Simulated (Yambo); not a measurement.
Yambo run on NaOH (space group Cmcm, No. 63). The wavefunctions are PBEsol (Quantum ESPRESSO, PseudoDojo norm-conserving, 88 Ry, without SOC) ones on a 4×4×4 mesh (16 occupied bands); a = b = 5.6614 Å, c = 3.3736 Å, α = β = 90.00°, γ = 145.12°.

Yambo input:

```
rim_cut
HF_and_locXC
RandQpts= 1000000
RandGvec= 1 Ry
EXXRLvcs= 88 Ry
VXCRLvcs= 352 Ry
% QPkrange
 1 | 1 | 16 | 17 |
 3 | 3 | 16 | 17 |
 7 | 7 | 16 | 17 |
 9 | 9 | 16 | 17 |
 19 | 19 | 16 | 17 |
 21 | 21 | 16 | 17 |
%
```

k points by index: 1 = Γ, 3 = (0, 0, -0.5), 7 = (0, -0.5, 0), 9 = (0, -0.5, -0.5), 19 = (-0.5, -0.5, 0), 21 = (-0.5, -0.5, -0.5).

Table of the .hf output:

```
#    K-point    Band    Eo [eV]    Ehf [eV]    Vxc [eV]    Vnlxc [eV]
#
    1    16    0.000000    -5.939271    -19.23499    -25.17426
    1    17    3.047647    7.178971    -9.795175    -5.663852
    3    16    -0.238705    -6.357953    -18.79740    -24.91664
    3    17    6.738007    11.52288    -11.61811    -6.833230
    7    16    -0.090841    -6.100531    -19.03724    -25.04693
    7    17    6.297222    11.46094    -11.72494    -6.561221
    9    16    -1.038659    -7.224792    -17.61880    -23.80493
    9    17    8.438765    13.12398    -8.855205    -4.169989
    19    16    -0.044565    -6.102747    -19.17698    -25.23516
    19    17    4.245007    8.704682    -10.75415    -6.294479
    21    16    -0.237546    -6.356078    -18.80256    -24.92110
    21    17    6.435332    11.20115    -10.04837    -5.282546
```
Exchange alone, without screening.

Geometry relaxed with PBE+D3(BJ).

The structure is a Materials Project entry; no match was found in the copy of COD used, and its stability was not checked.
